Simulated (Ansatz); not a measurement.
A geometry of CsVBr₃ away from equilibrium: step 2 of the relaxation of a generated cell, CsVBr3 placed in the AFLOW prototype AB3C_hR10_148_c_f_c (as in TiFeO3). Method: r2SCAN (plane waves to 500 eV, PAW, scalar-relativistic; Ansatz, an electronic-structure program). Γ-centred k-mesh 4×4×4 on the run's cell (coarser than for final values), Fermi–Dirac smearing 0.05 eV. The plane waves were selected for a different cell earlier on the path.

```yaml
crystal:
  lattice:
    - [3.76989, 2.17655, 6.90871]
    - [-3.76989, 2.17655, 6.90871]
    - [0.00000, -4.35309, 6.90871]
  atoms:
    - { symbol: V, position: [0.35413, 0.35413, 0.35413] }
    - { symbol: V, position: [0.64587, 0.64587, 0.64587] }
    - { symbol: Br, position: [0.24909, 0.55631, 0.95062] }
    - { symbol: Br, position: [0.95062, 0.24909, 0.55631] }
    - { symbol: Br, position: [0.55631, 0.95062, 0.24909] }
    - { symbol: Br, position: [0.75091, 0.44369, 0.04938] }
    - { symbol: Br, position: [0.04938, 0.75091, 0.44369] }
    - { symbol: Br, position: [0.44369, 0.04938, 0.75091] }
    - { symbol: Cs, position: [0.14864, 0.14864, 0.14864] }
    - { symbol: Cs, position: [0.85136, 0.85136, 0.85136] }
```
Spin-polarised start, with parallel moments on V.

Question: What forces act on the atoms (eV/Å)?

Answer: 
```
atom     Fx     Fy     Fz
----  -----  -----  -----
V1     0.00   0.00  -0.61
V2     0.00   0.00   0.61
Br3    1.80   0.96   2.37
Br4   -1.73   1.08   2.37
Br5   -0.07  -2.04   2.37
Br6   -1.80  -0.96  -2.37
Br7    1.73  -1.08  -2.37
Br8    0.07   2.04  -2.37
Cs9    0.00   0.00   0.22
Cs10   0.00   0.00  -0.22
```

The path ends in R-3 (No. 148). Spin state reached: ferromagnetic (net 0.60 μB/atom), from parallel starting moments; other spin orders were not run from this start. The d or f electrons are treated with no Hubbard U.

The run could not lose the symmetry of its start: the end is stationary, and may be a saddle point rather than a minimum.

The end of the path is a generated cell of CsVBr3: the first start was made by placing the elements on the sites of a structure type, and the end was not matched to a known phase here, so it may be hypothetical.
